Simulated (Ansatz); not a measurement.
Here is the system:

CdF₂ (fluorite, Fm-3m), a = b = c = 5.297 Å, α = β = γ = 90.00°; the cell used has 3 atoms.

This is the LDA-relaxed structure.

### Question
All from the program Ansatz at the LDA level (PAW), unless another level is named. Estimate the Hill bulk and shear moduli.

### Answer
127 and 35.7 GPa.

### Question
And the zero-point energy?

### Answer
43.0 meV/atom.

### Question
And the vibrational entropy at 300 K?

### Answer
27.0 J/(K·mol of atoms).

The cell was relaxed with LDA under the symmetry of its start; phonons on a q-mesh show no instability.

Potentials: the later of the program's two PAW sets.
